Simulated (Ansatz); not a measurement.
HfC:
```
HfC
1.0
    0.00000     2.49795     2.49795
    2.49795     0.00000     2.49795
    2.49795     2.49795     0.00000
Hf C
1 1
Direct
  0.00000   0.00000   0.00000
  0.25000   0.25000   0.25000
```

Relaxed with PBEsol. Special points in fractions of this cell's reciprocal vectors: Γ (0.000, 0.000, 0.000); X (0.500, 0.000, 0.500); U (0.625, 0.250, 0.625); K (0.375, 0.375, 0.750); L (0.500, 0.500, 0.500); W (0.500, 0.250, 0.750).

Question: List the band energies nearest the valence-band maximum at these points for DFT-PBEsol in the program Ansatz with PAW potentials.

Answer: In eV from the valence-band maximum; about four levels below and three above (degenerate sets whole), none deeper than 8.9 eV; points with the same levels are listed once.

```json
[
 {"k": "Γ", "below": "-2.38 -2.38 -2.38", "above": "3.36 3.59 3.59"},
 {"k": "X", "below": "-8.33 -4.29 -0.06 -0.06", "above": "0.40 4.45 5.31"},
 {"k": "U", "below": "-8.37 -3.49 -1.16 -0.60", "above": "0.58 4.05 4.49"},
 {"k": "L", "below": "-3.06 -1.77 -1.77", "above": "3.95 4.37 4.37"},
 {"k": "W", "below": "-8.31 -2.96 -2.04 0.00", "above": "0.19 3.55 5.14"}
]
```

Space group F-43m (zinc blende). The start of the workflow was typed in or built on a structure type; neither database checked (COD, Materials Project) lists it. It is not the phase usual at ambient conditions (space group No. 225). Symmetry was held in the PBEsol relaxation; its stability against distortions is not shown here. No spin polarisation was allowed. Spin–orbit coupling is left out wherever it is not named.

Potentials: the later of the program's two PAW sets.
